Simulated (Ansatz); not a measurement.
EuSb in the CsCl-type structure

Method: PBE, scalar-relativistic; collinear spin; PAW, 420 eV, Γ-centred 10×10×5 mesh, 0.05 eV Gaussian smearing; code Ansatz; PAW files: Ansatz's generated set soft_2.

```cif
data_structure
_symmetry_space_group_name_H-M 'P 1'
_symmetry_Int_Tables_number 1
_cell_length_a 3.9337
_cell_length_b 3.9337
_cell_length_c 7.8673
_cell_angle_alpha 90.000
_cell_angle_beta 90.000
_cell_angle_gamma 90.000
_cell_volume 121.74
loop_
_atom_site_label
_atom_site_type_symbol
_atom_site_fract_x
_atom_site_fract_y
_atom_site_fract_z
_atom_site_occupancy
Eu1 Eu 0.00000 0.00000 0.00000 1
Sb1 Sb 0.50000 0.50000 0.25000 1
Eu2 Eu 0.00000 0.00000 0.50000 1
Sb2 Sb 0.50000 0.50000 0.75000 1
```

This is a trial structure: such lanthanide and actinide compounds mostly take the rock-salt structure.

Magnetic state: antiferromagnetic, site spin moments Eu 6.81, -6.81 μB.

The geometry was relaxed with PBE and stays fixed; the gap of the first row includes a band path, the others are on their meshes. A negative pressure means that the level wants a smaller cell.

```tsv
level	k-mesh	gap (eV)	P (GPa)	largest spin moment (μB)	f electrons (Löwdin)	rough cost (core-min)
PBE	10×10×5	metal	0.0	6.81	6.81	–
```

Task: One more run on this cell gave a gap of zero (metallic), a pressure of 0.0 GPa, a largest spin moment of 6.86 μB. Which level was it?
A. PBEsol (10×10×5)
B. LDA (10×10×5)
C. r²SCAN (10×10×5, 500 eV)

Result: C.

Task: One more run on this cell gave a gap of zero (metallic), a pressure of -4.3 GPa, a largest spin moment of 6.79 μB. Which level was it?
A. PBEsol (10×10×5)
B. LDA (10×10×5)
C. r²SCAN (10×10×5, 500 eV)

Result: B.

The levels offered and not asked for:
| level | k-mesh | gap (eV) | P (GPa) | largest spin moment (μB) | f electrons (Löwdin) | rough cost (core-min) |
| --- | --- | --- | --- | --- | --- | --- |
| PBEsol | 10×10×5 | metal | -2.6 | 6.80 | 6.81 | – |

**Reading the ladder.**

To first order a pressure P at this geometry moves the equilibrium volume by ΔV/V ≈ P/B0, with B0 = 41 GPa from PBE's equation of state: PBEsol −2.61/41.0 = −6.4 %, about 28.5 Å³/atom; LDA −4.29/41.0 = −10.5 %, about 27.2 Å³/atom (from 30.43). These are estimates, not relaxations, and those over 6 % overshoot where the cell shrinks, since it stiffens.

The pressures rise from LDA over PBEsol to PBE. The gradient terms favour an uneven density and so weaken the binding; PBEsol's are smaller than PBE's, and LDA has none.

No row holds spin–orbit coupling, which matters for elements this heavy.

Without a U the 4f levels of Eu lie too near the Fermi level, so their share of the states there, and what hangs on it, is overstated. The run wasn't fully tested for a lower electronic state. For an f⁶ shell, the formal count of Eu here, Hund's rules give L = S = 3 and J = 0, a non-magnetic ion. Spin-polarised DFT, with or without U, favours a large spin moment instead, a known failure, so moments and magnetic energies here aren't predictions.

Levels after the first row that show no cost went on from its state.

Pressures are a third of the stress tensor's trace; costs are rough, on shared cores (Arm Neoverse V1).
